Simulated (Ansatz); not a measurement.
**BN: modes and screening against the lattice constant**

The calculation used DFT LDA, scalar-relativistic, plane waves, PAW (Ansatz 0.2.0). Cutoff 420 eV, 12×12×12 k-points (Γ-centred), fixed occupations. No spin polarisation. Phonons by linear response, acoustic sum rule imposed.

The cell is fixed (symmetry leaves no force on the atoms) and stands under -9.6 GPa:
```yaml
crystal:
  lattice:
    - [0.00000, 1.80530, 1.80530]
    - [1.80530, 0.00000, 1.80530]
    - [1.80530, 1.80530, 0.00000]
  atoms:
    - { symbol: B, position: [0.00000, 0.00000, 0.00000] }
    - { symbol: N, position: [0.25000, 0.25000, 0.25000] }
```

The cell is the ideal cubic zincblende prototype.

Problem. How do the optical zone-centre modes (counted from the lowest optical one, degenerate ones once; i marks imaginary ones; without the LO field) and the screening change over a = 3.347, 3.611 and 3.682 Å (k meshes 12×12×12, 12×12×12, 10×10×10)?

Solution.
```tsv
a (Å)	3.347	3.611	3.682
pressure (GPa)	116.8	-9.6	-28.9
gap on the mesh (eV)	4.62	4.37	4.29
ε∞	4.43	4.59	4.65
ε0	5.9	6.9	7.2
mode 1 (cm⁻¹)	1357	1035	961
```

Cost: 3 runs of about 8.4 core-minutes in all, on Intel Xeon Processor @ 2.50GHz (Skylake/Cascade Lake) (shared hosts).